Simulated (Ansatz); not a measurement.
Values for one crystal, relaxed and computed with r²SCAN (plane waves, PAW; program Ansatz); other levels are named.

| Quantity | Result |
|---|---|
| Volume per atom | 12.35 Å³ |
| Band gap | 0.88 eV (indirect) |
| Electron effective mass | 0.13, 0.21, 0.21 mₑ (principal values) |
| Hole effective mass with spin–orbit coupling | 0.70, 0.70, 14 mₑ (principal values) |
| Debye temperature from the elastic constants | 515 K |
| Formation energy from the elements (no fitted shifts) | -1.84 eV/atom |
| HSE06 gap on the r²SCAN cell | 1.89 eV |

Problem. Which of these materials gives this?
A) SiO2, Pn-3m (Si on 2a, O on 4b)
B) As2O3, P2_1/c (Pearson symbol mP20)
C) BaGaHO2, P4/mmm (Ba on 1d, Ga on 1a, O on 2f, H on 1b)
D) La2Zr2O7, Fd-3m (La on 16c, Zr on 16d, O on 8a, O on 48f)

Solution. C, BaGaHO2, P4/mmm (Ba on 1d, Ga on 1a, O on 2f, H on 1b)

The start of the workflow was typed in or built on a structure type; neither database checked (COD, Materials Project) lists it. Its standing as an ambient phase is unchecked. The cell was relaxed with r²SCAN under the symmetry of its start; whether a distortion lowers the energy is not shown. The references are the lowest solids computed at this level, not always the standard phases (solids in place of the gases). Scalar-relativistic: spin–orbit coupling is off unless named, which matters more the heavier the elements.

Potentials: the earlier of the program's two PAW sets.
